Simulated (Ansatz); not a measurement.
BC5 in space group I-4m2 (No. 119; B on 2c, C on 4e, C on 2b, C on 4f), plane-wave PAW PBE (Ansatz code), all energies at zero smearing, with the estimated change up to a 700 eV cutoff added, with one set of potentials and settings (totals compare only within such a set). Cell of 6 atoms (1 B, 5 C): -1409.317 eV.

| element | reference phase | E (eV/atom) |
|---|---|---|
| B | R-3m, 12 atoms in the cell | -155.9161 |
| C | P6_3/mmc, 4 atoms in the cell | -250.9479 |

Formation energy per atom, worked out: (-1409.317 − 1×(-155.9161) − 5×(-250.9479))/6 = 0.223 eV/atom (22 kJ per mol of atoms), at 0 K, without zero-point energy or fitted corrections.

The workflow started from a Materials Project entry (that database holds measured and hypothetical structures alike); the Crystallography Open Database copy checked does not list it. Whether it is the stable phase at ambient conditions was not checked. The PBE relaxation kept the symmetry of its start; its stability against distortions is not shown here. Its formation energy is positive at this level, so the cell may be metastable or incomplete. The references are the lowest solids computed at this level, not always the standard phases.

Potentials: the later of the program's two PAW sets.
